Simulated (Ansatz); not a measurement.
InAs:
Space group F-43m (No. 216); a = 6.1076 Å, b = 6.1076 Å, c = 6.1076 Å, α = 90.00°, β = 90.00°, γ = 90.00°

| atom | site | symmetry | x | y | z |
|---|---|---|---|---|---|
| In | 4a | -43m | 0.0000 | 0.0000 | 0.0000 |
| As | 4d | -43m | 0.7500 | 0.7500 | 0.7500 |
(The calculation used a cell of 2 atoms; values per cell refer to that cell.)

Relaxed with r²SCAN.

Tabulate the valence density and the electron localisation function along the shortest In–As contact (2.64 Å), DFT-r²SCAN in the program Ansatz with PAW potentials.



```tsv
distance from In (Å)	density (e/Å³)	ELF
0.26	8.66	0.00
0.40	6.65	0.02
0.53	4.60	0.07
0.66	2.77	0.16
0.79	1.39	0.21
0.93	0.67	0.21
1.06	0.47	0.23
1.19	0.41	0.35
1.32	0.41	0.58
1.45	0.45	0.74
1.59	0.54	0.77
1.72	0.66	0.75
1.85	0.86	0.69
1.98	1.58	0.55
2.12	4.36	0.35
2.25	11.87	0.16
2.38	25.17	0.07
```

The density is the valence pseudo-density with augmentation charge, so density and ELF within about 1 Å of a nucleus are not all-electron values.

The cell was relaxed with r²SCAN under the symmetry of its start.

Potentials: the earlier of the program's two PAW sets.
